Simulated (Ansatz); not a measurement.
Cs3Se2O8:
```cif
data_Cs3O8Se2
_chemical_formula_sum 'Cs3 Se2 O8'
_space_group_name_H-M_alt 'P 1'
_space_group_IT_number 1
_cell_length_a 6.33441
_cell_length_b 6.33441
_cell_length_c 8.24770
_cell_angle_alpha 71.873
_cell_angle_beta 108.127
_cell_angle_gamma 119.417
loop_
_space_group_symop_operation_xyz
  'x, y, z'
loop_
_atom_site_label
_atom_site_type_symbol
_atom_site_fract_x
_atom_site_fract_y
_atom_site_fract_z
_atom_site_occupancy
Cs1 Cs 0.00000 0.00000 0.00000 1
Cs2 Cs 0.19626 0.80374 0.61212 1
Cs3 Cs 0.80374 0.19626 0.38788 1
Se1 Se 0.43649 0.56351 0.22899 1
Se2 Se 0.56351 0.43649 0.77101 1
O1 O 0.30926 0.26728 0.30839 1
O2 O 0.69074 0.73272 0.69161 1
O3 O 0.26728 0.30926 0.69161 1
O4 O 0.73272 0.69074 0.30839 1
O5 O 0.39684 0.60316 0.00919 1
O6 O 0.60316 0.39684 0.99081 1
O7 O 0.29417 0.70583 0.25324 1
O8 O 0.70583 0.29417 0.74676 1
```
The run is spin-polarised; directions of the spins, atom by atom: 0 0 0 0 0 0 0 0 0 ↑ ↑ 0 0.

Relaxed with r²SCAN.

**Question.** Tabulate the valence density and the electron localisation function along the shortest Se–O contact (1.64 Å), plane-wave PAW r²SCAN (Ansatz code).

**Answer.** 

```
distance from Se (Å)  density (e/Å³)   ELF
--------------------  --------------  ----
0.16                           35.83  0.14
0.25                           26.44  0.20
0.33                           17.60  0.29
0.41                           10.83  0.41
0.49                            6.36  0.54
0.57                            3.78  0.64
0.65                            2.43  0.70
0.74                            1.83  0.72
0.82                            1.67  0.73
0.90                            1.79  0.74
0.98                            2.09  0.74
1.06                            2.55  0.71
1.15                            3.17  0.66
1.23                            3.90  0.57
1.31                            4.71  0.45
1.39                            5.57  0.34
1.47                            6.46  0.26
```

The density is the valence pseudo-density with augmentation charge, so density and ELF within about 1 Å of a nucleus are not all-electron values.

Space group C2/m. The workflow started from a Materials Project entry (that database holds measured and hypothetical structures alike); the Crystallography Open Database copy checked does not list it. Whether it is the stable phase at ambient conditions was not checked. The cell was relaxed with r²SCAN under the symmetry of its start; whether a distortion lowers the energy is not shown. Spin order of the final state: ferromagnetic, the only order run, not a proven ground state. Other orbital occupations within this spin state were not tried. No Hubbard U is applied. Scalar-relativistic: spin–orbit coupling is off unless named, which matters more the heavier the elements.

Potentials: the later of the program's two PAW sets.
